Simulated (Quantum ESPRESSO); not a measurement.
# Planted mistakes on one cell of Al2GaInAs4

Calculated results; nothing here was measured. They come from pw.x of Quantum ESPRESSO 7.5, a plane-wave density functional program, with PseudoDojo standard norm-conserving files (v0.5 for PBE, v0.4.1 for LDA and PBEsol). The cells are made up: elements, strain and atom displacements were drawn at random, and nothing was relaxed. There is no spin polarisation, spin-orbit coupling or dispersion term.

The cell has 8 sites of a zincblende or diamond lattice. Sites 1 to 4 hold Al Al Ga In; sites 5 to 8 hold As As As As. Cell vectors in Å: (5.742, 0.000, 0.000); (0.000, 5.742, 0.000); (0.000, 0.000, 5.742). Settings: PBE, cutoff 1143 eV, 4 x 4 x 4 k mesh shifted by half a step, Fermi-Dirac smearing of 0.025 eV.

The intended run has a self-consistency threshold of 1e-07 eV, a smearing term of 0.000 eV, a pressure of 4.80 GPa and 11 iterations. Each further run changes one thing: all lengths scaled by 1.0054; atoms of sites 2 and 4 exchanged; cutoff 795 eV; files of LDA; k mesh 2 x 2 x 2; one electron added; smearing 0.71 eV; threshold 0.06 eV. A coarse mesh keeps the shift, and a charged cell sits in a uniform background.

```
run  change of free energy (eV)  smearing term -TS (eV)  change of P (GPa)  largest change of a force component (eV/Å)  iterations
  A                       0.198                   0.000               0.39                                       1.935          10
  B                       0.012                   0.000               0.90                                       0.263           4
  C                      16.064                   0.000              -4.64                                       0.224          10
  D                      -1.067                  -3.554               1.59                                       0.264          10
  E                      11.365                   0.000             -85.57                                       0.032          11
  F                       0.485                   0.000               0.28                                       0.038          11
  G                      -0.080                   0.000              -1.25                                       0.089          11
  H                       9.241                  -0.002              11.15                                       0.308          11
```

A rerun of the intended cell at 1437 eV and k mesh 6 x 6 x 6 moved values by no more than 0.011 eV in the cell's energy, 0.02 GPa in stress and 0.003 eV/Å in force.

Question: which change belongs to which run?

## Worked reading

Run B has the fewest iterations, as a run stopped early does. Run D has the largest smearing term, as wide smearing gives. Run E has a higher energy and the largest fall in pressure, as too small a basis gives. Run G changes the volume by a factor of 1.0163; minus its pressure change over the logarithm of that factor, 77 GPa, is a rough bulk modulus with clamped atoms. Energies from files of another functional, or of a charged cell, have another zero and say nothing on stability; the pressure of a charged cell rests on the program's zero of potential too.

## Key

| run | change |
| --- | --- |
| A | atoms of sites 2 and 4 exchanged |
| B | threshold 0.06 eV |
| C | files of LDA |
| D | smearing 0.71 eV |
| E | cutoff 795 eV |
| F | k mesh 2 x 2 x 2 |
| G | all lengths scaled by 1.0054 |
| H | one electron added |